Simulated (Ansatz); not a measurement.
ScPd3N (anti-perovskite, Pm-3m), the program Ansatz at the PBE level (PAW), all energies at zero smearing, with the estimated change up to a 700 eV cutoff added, with one set of potentials and settings (totals compare only within such a set). Cell of 5 atoms (1 Sc, 3 Pd, 1 N): -23439.591 eV.

| element | reference phase | E (eV/atom) |
|---|---|---|
| Sc | P6_3/mmc, 2 atoms in the cell | -2135.8109 |
| Pd | Fm-3m, 1 atoms in the cell | -6972.9107 |
| N | Pa-3, 8 atoms in the cell | -384.0342 |

Formation energy per atom, worked out: (-23439.591 − 1×(-2135.8109) − 3×(-6972.9107) − 1×(-384.0342))/5 = -0.203 eV/atom (-20 kJ per mol of atoms), at 0 K, without zero-point energy or fitted corrections.

The start of the workflow was typed in or built on a structure type; neither database checked (COD, Materials Project) lists it. Its standing as an ambient phase is unchecked. The PBE relaxation kept the symmetry of its start; whether a distortion lowers the energy is not shown. The run is not spin-polarised. The references are the lowest solids computed at this level, not always the standard phases (solids in place of the gases).

Potentials: the earlier of the program's two PAW sets.
